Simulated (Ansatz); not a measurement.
Here is the system:

TaC:
```
TaC
1.0
    1.45999    -4.04344     0.00000
    1.45999     4.04344     0.00000
    0.00000     0.00000     3.77321
C Ta
2 2
Direct
  0.59930   0.40070   0.75000
  0.40070   0.59930   0.25000
  0.87395   0.12605   0.75000
  0.12605   0.87395   0.25000
```

This is the PBE-relaxed structure.

### Question
All from the program Ansatz at the PBE level (PAW), unless another level is named. Give the electronic character.

### Answer
metallic (no gap).

### Question
Predict the formation energy from the elements (no fitted shifts).

### Answer
0.077 eV/atom.

### Question
Next, the density of states at the Fermi level?

### Answer
0.54 states/eV per atom (mean over ±0.08 eV).

Space group Cmcm. A made-up cell: these elements were put on the sites of a structure type; neither database checked (COD, Materials Project) lists it. It is not the phase usual at ambient conditions (space group No. 225). Symmetry was held in the PBE relaxation; its stability against distortions is not shown here. No spin polarisation was allowed. The references are the lowest solids computed at this level, not always the standard phases. Spin–orbit coupling is left out wherever it is not named.

Potentials: the later of the program's two PAW sets.
